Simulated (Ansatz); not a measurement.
Li2BrF, ordered on the rocksalt lattice (P4/mmm) with 4 atoms a cell, relaxed with r2SCAN, was run in the plane-wave code Ansatz under altered settings. All numbers are computed, without spin polarisation but where a row says otherwise.

```yaml
crystal:
  lattice:
    - [3.55246, 0.00000, 0.00000]
    - [0.00000, 3.55246, 0.00000]
    - [0.00000, 0.00000, 4.82329]
  atoms:
    - { symbol: F, position: [0.00000, 0.00000, 0.00000] }
    - { symbol: Li, position: [0.00000, 0.00000, 0.50000] }
    - { symbol: Br, position: [0.50000, 0.50000, 0.50000] }
    - { symbol: Li, position: [0.50000, 0.50000, 0.00000] }
```

The base run's other keys:
```yaml
kpoints:
  mp_grid: { grid: [4, 4, 2] }
hamiltonian:
  xc: hse06
scf:
  occupations: { method: fixed }
  n_extra_bands: 5
```

It takes 12 iterations with 1181 plane waves at 420 eV and 12 k points, and leaves a mean stress of +0.26 GPa. The gap over this mesh is 6.794 eV. It ran on 4 threads of Arm Neoverse N1, with other jobs on the host.

Outcomes, with energy and stress as changes against the base:
```
                                 setting    outcome  ΔF (meV/atom)  Δ mean stress (GPa)  gap on the mesh (eV)  iterations  wall time
PBE hybrid, exx coeff 0.3, omega 0.5 1/Å  converged              –                  0.0                 6.330          12      8.8 s
   PBE hybrid, exx coeff 0.2, unscreened  converged              –                 +0.1                 7.114          12      8.3 s
                      basis.ecutwfc: 500  converged           -1.2                  0.0                 6.795          12       12 s
```
A dash marks a value that wasn't obtained or can't be compared. Stress is positive in compression. The base took 8.7 s. The base's mesh is coarse for a hybrid, so its own values aren't converged.

- PBE hybrid, exx coeff 0.3, omega 0.5 1/Å. That is 30 % exact exchange, screened with ω = 0.5 1/Å, against HSE06's 25 % screened at 0.208 1/Å. The mean stress moves by 0.0 GPa and the gap on the mesh by -0.465 eV (to 6.330). Totals of different functionals aren't comparable.
- PBE hybrid, exx coeff 0.2, unscreened. That is 20 % exact exchange, at all ranges, against HSE06's 25 % screened at 0.208 1/Å. The mean stress moves by +0.1 GPa and the gap on the mesh by +0.319 eV (to 7.114). Totals of different functionals aren't comparable.
- basis.ecutwfc: 500. 1545 plane waves in place of 1181. The free energy moves by -1.2 meV an atom, the mean stress by 0.0 GPa and the gap on the mesh by 0.000 eV (to 6.795). The base cutoff was converged to that degree.

Spin-orbit coupling is left out.

The program warns that its thresholds are loose for a hybrid's stress.

The meshes of the hybrids are coarse, so their gaps aren't converged to the digits shown.
